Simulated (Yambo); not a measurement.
Yambo run on SnO$_{2}$ (rutile, space group P4_2/mnm, No. 136). The wavefunctions come from this Quantum ESPRESSO step (PBE, PseudoDojo stringent norm-conserving files, scalar-relativistic):

```
&CONTROL
  calculation = 'nscf'
  pseudo_dir = './pseudo'
  outdir = './out'
/
&SYSTEM
  ibrav = 0
  nat = 6
  ntyp = 2
  ecutwfc = 102.0
  ecutrho = 408.0
  occupations = 'fixed'
  force_symmorphic = .true.
  nbnd = 221
/
&ELECTRONS
  conv_thr = 6.000000000000001e-09
  diago_full_acc = .true.
  diago_thr_init = 1e-08
/
ATOMIC_SPECIES
O 15.9990 O.upf
Sn 118.7100 Sn.upf
CELL_PARAMETERS angstrom
  4.766469775000   0.000000000000   0.000000000000
  0.000000000000   4.766469775000   0.000000000000
  0.000000000000   0.000000000000   3.211787820000
ATOMIC_POSITIONS crystal
O   0.193682251900   0.806317748100   0.500000000000
O   0.806317748100   0.193682251900   0.500000000000
O   0.693682251900   0.693682251900   0.000000000000
O   0.306317748100   0.306317748100   0.000000000000
Sn   0.500000000000   0.500000000000   0.500000000000
Sn   0.000000000000   0.000000000000   0.000000000000
K_POINTS automatic
2 2 4 0 0 0
```

Yambo input:

```
rim_cut
gw0
dyson
el_el_corr
HF_and_locXC
ppa
em1d
RandQpts= 1000000
RandGvec= 1 Ry
EXXRLvcs= 102 Ry
VXCRLvcs= 408 Ry
Chimod= "HARTREE"
% BndsRnXp
 9 | 220 |
%
NGsBlkXp= 12 Ry
% LongDrXp
 1.0 | 1.0 | 1.0 |
%
PPAPntXp= 27.2114 eV
% GbndRnge
 1 | 220 |
%
GTermKind= "BG"
DysSolver= "n"
ExtendOut
% QPkrange
 1 | 1 | 34 | 35 |
 6 | 6 | 34 | 35 |
 7 | 7 | 34 | 35 |
 9 | 9 | 34 | 35 |
%
```

k points by index: 1 = Γ, 6 = R, 7 = M, 9 = A.

Table of the .qp output:

```
#    K-point    Band    Eo [eV]    E [eV]    E-Eo [eV]    Vxc [eV]    Vnlxc [eV]    Sc|Eo [eV]    Sc|E [eV]    dSc/dw|Eo [eV]    Re(Z)    Im(Z)
#
    1    34    0.000000    -0.712056    -0.712056    -20.31517    -26.18598    4.956872    5.158756    -7.713649    0.779135    -0.001231
    1    35    1.030675    1.691049    0.660374    -16.44114    -12.38740    -3.258650    -3.393358    -5.550282    0.830585    -0.885040E-3
    6    34    -0.732248    -1.325177    -0.592928    -20.81356    -25.79670    4.228255    4.390208    -7.431172    0.785488    -0.001186
    6    35    6.219292    7.625166    1.405873    -19.18873    -13.30333    -4.149066    -4.479534    -6.396075    0.809682    -0.832277E-3
    7    34    -0.876730    -1.729522    -0.852792    -19.45984    -25.58250    5.026642    5.269868    -7.759750    0.778108    -0.001273
    7    35    4.612786    5.710861    1.098074    -18.17654    -13.09439    -3.739831    -3.984073    -6.052190    0.818053    -0.906786E-3
    9    34    -0.801708    -1.634005    -0.832297    -19.53975    -25.67797    5.067383    5.305926    -7.797699    0.777264    -0.001298
    9    35    4.676036    5.733365    1.057329    -16.99561    -11.80624    -3.908812    -4.132036    -5.744486    0.825691    -0.930738E-3
```
(The two width columns are left out.) Convergence of these settings isn't established.

Spin-orbit coupling is not included.

Geometry relaxed with PBEsol.
